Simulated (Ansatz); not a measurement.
**Slab of bcc K (110), 6 layers**

The slab is cut from the bcc crystal, the stable phase, as relaxed on PAW files (73.74 Å³/atom), with 20 Å of vacuum and a dipole correction:

```xyz
6
Lattice="4.5756 0.0000 0.0000 -1.5252 4.3139 0.0000 0.0000 0.0000 38.6797" Properties=species:S:1:pos:R:3 pbc="T T T"
K     0.7626    1.0785   10.0000
K     2.2878    3.2354   13.7359
K     0.7626    1.0785   17.4719
K     2.2878    3.2354   21.2078
K     0.7626    1.0785   24.9438
K     2.2878    3.2354   28.6797
```

All numbers are PBE results (scalar-relativistic) from Ansatz 0.2.0, with a Γ-centred 10×10×1 k mesh, Fermi–Dirac smearing of 0.05 eV, no spin polarisation. Methods: LAPW: all electrons, basis error target 1 meV/atom; PAW: frozen-core files, cutoff 420 eV.

The bulk energy comes from a cell in the slab's orientation on a 10×10×6 mesh. The surface energy is (E(slab) − N·E(bulk))/2A at zero smearing, the mean of both faces; thin slabs carry quantum-size effects.

The cell is 1×1, so reconstructions are forbidden.

Q: As cut, the LAPW slab lies 0.262 eV above 6 atoms of bulk. What surface energy is that?

A: Over two faces of 19.74 Å² it is 6.6 meV/Å², and times 16.02 J/m² per eV/Å² that gives γ = 0.106 J/m².

Q: What do relaxation and the other method give, and what work function comes out?

A: 

| method | γ as cut (J/m²) | γ relaxed (J/m²) | Φ as cut (eV) | Φ relaxed (eV) |
| --- | --- | --- | --- | --- |
| LAPW | 0.106 | 0.106 | 2.36 | 2.35 |
| PAW | 0.106 | 0.105 | 2.36 | 2.35 |

Q: How do the spacings between the planes relax?

A: From the bottom face up: d12 -1.8 % of 3.736 Å, d23 -0.7 % of 3.736 Å, d34 -0.8 % of 3.736 Å, d45 -0.7 % of 3.736 Å, d56 -1.8 % of 3.736 Å.

Q: A 2p core hole is made on one atom of each kind in every 1×1 cell (PAW hole dataset, neutral cell, valence without spin). What does it cost by layer?

A: layer 1 293.94 eV, layer 2 293.73 eV, layer 3 293.74 eV. Shifts between layers mean more than the absolute values, and a whole layer of holes screens otherwise than one hole.

Q: In the relaxed 1×1 cell, replace the outer, then the middle K by Ca, which changes a whole layer. What shift does this Z+1 picture give?

A: E(outer) − E(middle) = +0.19 eV by LAPW and +0.19 eV by PAW; a positive value puts the surface line at higher binding energy.
